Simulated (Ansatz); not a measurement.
InAs:
```xyz
2
Lattice="3.5423 0.0000 0.0000 0.0000 3.5423 0.0000 0.0000 0.0000 3.5423" Properties=species:S:1:pos:R:3 pbc="T T T"
In     0.0000     0.0000     0.0000
As     1.7712     1.7712     1.7712
```

Relaxed with r²SCAN. Special points in fractions of this cell's reciprocal vectors: Γ (0.000, 0.000, 0.000); X (0.000, 0.500, 0.000); M (0.500, 0.500, 0.000); R (0.500, 0.500, 0.500).

List the band energies nearest the Fermi level at these points for DFT-r²SCAN in the program Ansatz with PAW potentials.

In eV from the Fermi level; about four levels below and three above (degenerate sets whole), none deeper than 8.9 eV; … stands for higher levels left out; points with the same levels are listed once.

| k | below | above |
|---|---|---|
| Γ | -2.09 -0.92 -0.92 -0.92 | 5.30 5.30 … |
| X | -7.68 | 0.87 0.87 2.54 |
| M | -4.95 -4.95 -3.90 | 1.37 6.93 6.93 |
| R | -1.17 -0.04 -0.04 -0.04 | … |

Space group Pm-3m (CsCl type). A made-up cell: these elements were put on the sites of a structure type; neither database checked (COD, Materials Project) lists it. It is not the phase usual at ambient conditions (space group No. 216). The r²SCAN relaxation kept the symmetry of its start. At this level the phase is mechanically unstable. Scalar-relativistic: spin–orbit coupling is off unless named, which matters more the heavier the elements.

Potentials: the earlier of the program's two PAW sets. The files were generated under PBE; for other functionals the program regenerates the frozen cores, and for LDA and PBEsol the local potential too.
